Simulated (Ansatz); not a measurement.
# Al$_{3}$SiCN$_{3}$, first-principles data

Al3SiCN3:
```
CELL_PARAMETERS angstrom
      3.14319     0.00000     0.00000
     -1.57160     2.72208     0.00000
      0.00000     0.00000    10.05860
ATOMIC_POSITIONS crystal
  Al 0.66667 0.33333 0.99906
  N  0.66667 0.33333 0.19460
  Al 0.00000 0.00000 0.24532
  N  0.00000 0.00000 0.44039
  Al 0.66667 0.33333 0.49072
  N  0.66667 0.33333 0.68763
  Si 0.00000 0.00000 0.76220
  C  0.00000 0.00000 0.93458
```

Space group P3m1 (No. 156); conventional cell a = b = 3.143 Å, c = 10.059 Å, α = β = 90.00°, γ = 120.00°.

Method: DFT-PBE in the program Ansatz with PAW potentials. The cell and atoms are relaxed at this level. Other levels are named where they apply.

Cell and energy:

Volume per atom: 10.76 Å³
Density: 3.15 g/cm³
Formation energy from the elements (no fitted shifts): -0.82 eV/atom

Electronic structure:

Band gap: 0.35 eV (smallest direct gap 0.35 eV)
Valence-band maximum: on the Γ–A line, 65 % of the way from Γ
Conduction-band minimum: at Γ
Electron effective mass: 0.25, 0.25, 0.46 mₑ (principal values)

Mechanics:

- Bulk modulus (Birch–Murnaghan fit): 183 GPa
- Pressure derivative B′: 4.0

The start of the workflow was typed in or built on a structure type; neither database checked (COD, Materials Project) lists it. Whether it is the stable phase at ambient conditions was not checked. The PBE relaxation kept the symmetry of its start; its stability against distortions is not shown here. The references are the lowest solids computed at this level, not always the standard phases (solids in place of the gases).

Potentials: the earlier of the program's two PAW sets.
